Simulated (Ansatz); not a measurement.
Sn (diamond, Fd-3m) at seven volumes, DFT-PBE+D3(BJ) in the program Ansatz with PAW potentials, scaled uniformly. One row is withheld.

```tsv
V (Å³/atom)	P (GPa)
32.310	4.68
33.375	2.83
34.440	1.28
35.505	0.00
36.570	-1.06
37.635	?
38.701	-2.62
```

Problem. Fit the shown pressures and predict the withheld one.

Solution. P = (3/2)B₀(x^(7/2) − x^(5/2))[1 + (3/4)(B′ − 4)(x − 1)] with x = (V₀/V)^(2/3). Least squares on the six rows gives V₀ = 35.507 Å³/atom, B₀ = 38.5 GPa, B′ = 5.41. At V = 37.635, x = 0.9619 and P = -1.91 GPa. The run itself gave -1.93 GPa.

This is a known low-temperature phase of the composition, computed here at zero pressure and temperature. The cell was relaxed with PBE+D3(BJ) under the symmetry of its start; its stability against distortions is not shown here. The pairwise dispersion correction was not fitted to metals. Spin–orbit coupling is left out wherever it is not named.

Potentials: the later of the program's two PAW sets.
